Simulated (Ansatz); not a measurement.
**Energy over volume and axial ratio for TiSe2 (CdI2 type)**

TiSe2 (CdI2 type)

```yaml
crystal:
  lattice:
    - [3.48104, 0.00000, 0.00000]
    - [-1.74052, 3.01467, 0.00000]
    - [0.00000, 0.00000, 5.87186]
  atoms:
    - { symbol: Ti, position: [0.00000, 0.00000, 0.00000] }
    - { symbol: Se, position: [0.66667, 0.33333, 0.26465] }
    - { symbol: Se, position: [0.33333, 0.66667, 0.73535] }
```

Two coordinates are scanned: the volume, and the ratio of the stretch along z (the conventional c axis) to the stretch across it. Atoms keep their fractional coordinates.

Calculation: PBE-D3(BJ) (plane waves to 420 eV, PAW, scalar-relativistic; Ansatz, a first-principles code). k mesh 15×15×8 (Γ-centred), Fermi-Dirac smearing 0.05 eV. Energies are smeared free energies. Stress and pressure are positive under compression. As the atoms are clamped, bonds stretch with the cell, which overstates energies and stresses. With partly filled bands, the response to shear is sensitive to the k mesh, so small differences along c/a are uncertain. TiSe2 is run without spin polarisation. TiSe2 was relaxed with its symmetry unable to fall. ΔE is measured from the relaxed starting cell.

ΔE (eV/atom), with V/V₀ across and (c/a)/(c/a)₀ down:

```
(c/a)/(c/a)₀ \ V/V₀  0.920  0.947  0.973  1.000  1.027  1.053  1.080
-------------------  -----  -----  -----  -----  -----  -----  -----
0.880                0.101  0.074  0.058  0.052  0.053  0.063  0.078
0.920                0.069  0.043  0.028  0.022  0.025  0.035  0.051
0.960                0.050  0.025  0.010  0.005  0.009  0.019  0.036
1.000                0.042  0.018  0.004  0.000  0.004  0.015  0.032
1.040                0.045  0.022  0.009  0.005  0.010  0.021  0.039
1.080                0.058  0.035  0.023  0.020  0.025  0.037  0.056
1.120                0.079  0.057  0.046  0.044  0.050  0.063  0.082
```

P (GPa), with V/V₀ across and (c/a)/(c/a)₀ down:

```tsv
(c/a)/(c/a)₀ \ V/V₀	0.920	0.947	0.973	1.000	1.027	1.053	1.080
0.880	9.7	6.2	3.3	0.6	-1.6	-3.6	-5.4
0.920	9.3	6.0	3.0	0.4	-1.9	-3.8	-5.6
0.960	9.1	5.7	2.8	0.2	-2.0	-4.0	-5.7
1.000	8.8	5.5	2.6	0.0	-2.2	-4.2	-5.9
1.040	8.6	5.2	2.3	-0.2	-2.4	-4.3	-6.0
1.080	8.4	5.0	2.1	-0.4	-2.6	-4.5	-6.2
1.120	8.1	4.8	1.9	-0.6	-2.8	-4.7	-6.4
```

What the scan shows:

```
Item                                                                                                                               Result
--------------------------------------------------------------------------------------  -------------------------------------------------
Modulus against c/a change at fixed volume, (3/4V)·∂²E/∂(ln c/a)² (fit, atoms clamped)    38 GPa, an upper bound as the atoms could relax
Lowest place on the grid                                                                  V/V₀ = 1.000, (c/a)/(c/a)₀ = 1.000 (0 meV/atom)
Highest place on the grid                                                               V/V₀ = 0.920, (c/a)/(c/a)₀ = 0.880 (101 meV/atom)
```

(Under strain, the slope of the energy per volume gives the stress and its curvature an elastic modulus.)
